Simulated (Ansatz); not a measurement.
# Computed properties of TePb₂S

TePb₂S:
```cif
data_Pb2STe
_chemical_formula_sum 'Te1 Pb2 S1'
_space_group_name_H-M_alt 'P4/mmm'
_space_group_IT_number 123
_space_group_name_Hall '-P 4 2'
_cell_length_a 4.34738
_cell_length_b 4.34738
_cell_length_c 6.14672
_cell_angle_alpha 90.000
_cell_angle_beta 90.000
_cell_angle_gamma 90.000
loop_
_atom_site_label
_atom_site_type_symbol
_atom_site_symmetry_multiplicity
_atom_site_Wyckoff_symbol
_atom_site_fract_x
_atom_site_fract_y
_atom_site_fract_z
_atom_site_occupancy
Te1 Te 1 c 0.50000 0.50000 0.00000 1
Pb1 Pb 1 a 0.00000 0.00000 0.00000 1
Pb2 Pb 1 d 0.50000 0.50000 0.50000 1
S1 S 1 b 0.00000 0.00000 0.50000 1
```

Space group P4/mmm (No. 123); conventional cell a = 4.3474 Å, b = 4.3474 Å, c = 6.1467 Å, α = 90.00°, β = 90.00°, γ = 90.00°.

Method: LDA in the plane-wave PAW code Ansatz. Structure relaxed to zero pressure with the same functional. Other levels are named where they apply.

Cell and energy:

```yaml
volume_per_atom: 29.04 Å³
density: 8.21 g/cm³
Formation energy from the elements (no fitted shifts): -0.36 eV/atom
```

Electronic structure:

```yaml
electronic_character: no gap, with almost no states at the Fermi level (zero-gap or semimetallic)
Density of states at the Fermi level: 0.00 states/eV per atom (mean over ±0.08 eV)
```

Mechanics:

```yaml
Bulk modulus (Birch–Murnaghan fit): 54.1 GPa
Pressure derivative B′: 4.5
```

Phonons:

```yaml
highest_zone_centre_frequency: 102 cm⁻¹
zone_centre_stability: unstable, softest mode 66i cm⁻¹
```

The workflow started from a Materials Project entry (that database holds measured and hypothetical structures alike); the Crystallography Open Database copy checked does not list it. With Te and S taken as one species the cell has the higher symmetry Fm-3m, so it may be an ordered model of a mixed-site phase. Whether it is the stable phase at ambient conditions was not checked. The cell was relaxed with LDA under the symmetry of its start. As this level gives no gap, phonon frequencies hold no LO–TO term and depend on the k-mesh and smearing (Fermi–Dirac, 0.1 eV here). The references are the lowest solids computed at this level, not always the standard phases. Spin–orbit coupling is left out wherever it is not named.

Potentials: the later of the program's two PAW sets.
